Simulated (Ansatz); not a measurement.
Calculated with Ansatz: RbH4Br, relaxation

Launch command:

```bash
ansatz run input.yaml --threads 2 --pin off --max-ram 3584MiB --backend cpu --events-out ev --progress --plain --runs-dir out
```

Input:

```yaml
crystal:
  lattice:
    - [0.0, 6.016726, 0.0]
    - [6.016726, 0.0, 0.0]
    - [3.008363, 3.008363, -5.475955]
  atoms:
    - { symbol: Br, position: [0.5, 0.0, 0.0] }
    - { symbol: Br, position: [0.0, 0.5, 0.0] }
    - { symbol: Rb, position: [0.25, 0.25, 0.5] }
    - { symbol: Rb, position: [0.75, 0.75, 0.5] }
    - { symbol: H, position: [0.7667, 0.2667, 0.7668] }
    - { symbol: H, position: [0.2667, 0.4665, 0.7668] }
    - { symbol: H, position: [0.4665, 0.9665, 0.7668] }
    - { symbol: H, position: [0.9665, 0.7667, 0.7668] }
    - { symbol: H, position: [0.7333, 0.5335, 0.2332] }
    - { symbol: H, position: [0.2333, 0.7333, 0.2332] }
    - { symbol: H, position: [0.0335, 0.2333, 0.2332] }
    - { symbol: H, position: [0.5335, 0.0335, 0.2332] }
  symmetry: { tolerance: 0.0003 }
kpoints:
  mp_grid: { grid: [5, 5, 5], shift: [0, 0, 0] }
magnetization:
  spin_polarized: false
scf:
  occupations: { method: fermi_dirac }
  lower_state_search: "off"
hamiltonian:
  pseudopotentials: { kind: paw }
  xc: pbesol
basis:
  ecutwfc: 420
  fft_grid_basis: typed
relax:
  max_steps: 60
  cell: { p_target: 0.0 }
output:
  forces: true
  stress: true
  eigenvalues: true
  bader: true
  populations: true
  elf: true
  write_potential: true
  volumetric_format: npy
  dos:
    e_range: [-12, 8]
    de: 0.05
    projected: { site_lists: { Br: [Br], H: [H], Rb: [Rb] } }
  write_density: true
checkpoint:
  read: saved_state
```

Origin of the cell: a known structure type with other elements, at an estimated volume, so it need not be a known compound.

The smearing width isn't typed, so it takes its default of 0.1 eV.

The saved state is a converged single point of the same cell.

Steps («new basis» is an SCF on plane waves selected anew at the same cell):

```tsv
step	ΔF (meV/atom)	max force component (eV/Å)	P (GPa)	volume (Å³)	SCF iterations	step was
1	0.0	0.303	-0.03	198.24	4	accepted
2	-20.6	0.122	0.61	221.04	6	accepted
3	-22.7	0.022	-0.06	221.12	5	accepted
4	-22.9	0.006	-0.01	221.50	4	accepted
5	-23.3	0.013	0.03	222.28	5	accepted
6	-23.4	0.008	0.00	222.02	6	accepted
7	-23.4	0.001	0.00	221.58	7	accepted
8	-24.7	0.000	0.05	221.58	6	new basis
9	-24.8	0.001	0.01	222.16	5	accepted
10	-24.8	0.000	0.01	222.16	5	new basis
```

Step 1, with forces in eV/Å:

```xyz
12
Lattice="0.000 6.017 0.000 6.017 0.000 0.000 3.008 3.008 -5.476" Properties=species:S:1:pos:R:3:forces:R:3 pbc="T T T" step=1
Br    0.000    3.008    0.000    0.000    0.000    0.000
Br    3.008    0.000    0.000    0.000    0.000    0.000
Rb    3.008    3.008   -2.738    0.000    0.000    0.000
Rb    6.017    6.017   -2.738    0.000    0.000    0.000
H     3.911    6.920   -4.199   -0.287   -0.287   -0.303
H     5.114    3.911   -4.199    0.287   -0.287   -0.303
H     8.122    5.114   -4.199    0.287    0.287   -0.303
H     6.920    8.122   -4.199   -0.287    0.287   -0.303
H     3.911    5.114   -1.277   -0.287    0.287    0.303
H     5.114    2.105   -1.277    0.287    0.287    0.303
H     2.105    0.903   -1.277    0.287   -0.287    0.303
H     0.903    3.911   -1.277   -0.287   -0.287    0.303
```

Step 2, with forces in eV/Å:

```xyz
12
Lattice="0.000 6.309 0.000 6.309 0.000 0.000 3.154 3.154 -5.554" Properties=species:S:1:pos:R:3:forces:R:3 pbc="T T T" step=2
Br    0.000    3.154    0.000    0.000    0.000    0.000
Br    3.154    0.000    0.000    0.000    0.000    0.000
Rb    3.154    3.154   -2.777    0.000    0.000    0.000
Rb    6.309    6.309   -2.777    0.000    0.000    0.000
H     3.956    7.110   -4.251    0.118    0.118    0.122
H     5.507    3.956   -4.251   -0.118    0.118    0.122
H     8.662    5.507   -4.251   -0.118   -0.118    0.122
H     7.110    8.662   -4.251    0.118   -0.118    0.122
H     3.956    5.507   -1.303    0.118   -0.118   -0.122
H     5.507    2.353   -1.303   -0.118   -0.118   -0.122
H     2.353    0.801   -1.303   -0.118    0.118   -0.122
H     0.801    3.956   -1.303    0.118    0.118   -0.122
```

Step 3, with forces in eV/Å:

```xyz
12
Lattice="0.000 6.309 0.000 6.309 0.000 0.000 3.154 3.154 -5.555" Properties=species:S:1:pos:R:3:forces:R:3 pbc="T T T" step=3
Br    0.000    3.154    0.000    0.000    0.000    0.000
Br    3.154    0.000    0.000    0.000    0.000    0.000
Rb    3.154    3.154   -2.778    0.000    0.000    0.000
Rb    6.309    6.309   -2.778    0.000    0.000    0.000
H     3.991    7.145   -4.261   -0.013   -0.013   -0.022
H     5.473    3.991   -4.261    0.013   -0.013   -0.022
H     8.627    5.473   -4.261    0.013    0.013   -0.022
H     7.145    8.627   -4.261   -0.013    0.013   -0.022
H     3.991    5.473   -1.294   -0.013    0.013    0.022
H     5.473    2.318   -1.294    0.013    0.013    0.022
H     2.318    0.836   -1.294    0.013   -0.013    0.022
H     0.836    3.991   -1.294   -0.013   -0.013    0.022
```

Step 10, with forces in eV/Å:

```xyz
12
Lattice="0.000 6.479 0.000 6.479 0.000 0.000 3.239 3.239 -5.292" Properties=species:S:1:pos:R:3:forces:R:3 pbc="T T T" step=10
Br    0.000    3.239    0.000    0.000    0.000    0.000
Br    3.239    0.000    0.000    0.000    0.000    0.000
Rb    3.239    3.239   -2.646    0.000    0.000    0.000
Rb    6.479    6.479   -2.646    0.000    0.000    0.000
H     4.101    7.341   -4.035    0.000    0.000    0.000
H     5.617    4.101   -4.035    0.000    0.000    0.000
H     8.857    5.617   -4.035    0.000    0.000    0.000
H     7.341    8.857   -4.035    0.000    0.000    0.000
H     4.101    5.617   -1.257    0.000    0.000    0.000
H     5.617    2.378   -1.257    0.000    0.000    0.000
H     2.378    0.862   -1.257    0.000    0.000    0.000
H     0.862    4.101   -1.257    0.000    0.000    0.000
```

| Item | Value |
| --- | --- |
| Free energy lowered by | 24.8 meV/atom |
| Volume change | 12.07 % |
| Final pressure | 0.01 GPa |
| Relaxation steps listed | 10 |
| Formation energy (elements under the same functional, gases as molecules, uncorrected) | 0.388 eV/atom |

Caveats: the relaxation held the start's symmetry, so the end may be a saddle point.

It ran for 85 s on 2 threads of Arm Neoverse V1, with other jobs on the host, peak memory 0.52 GiB, from a saved density.
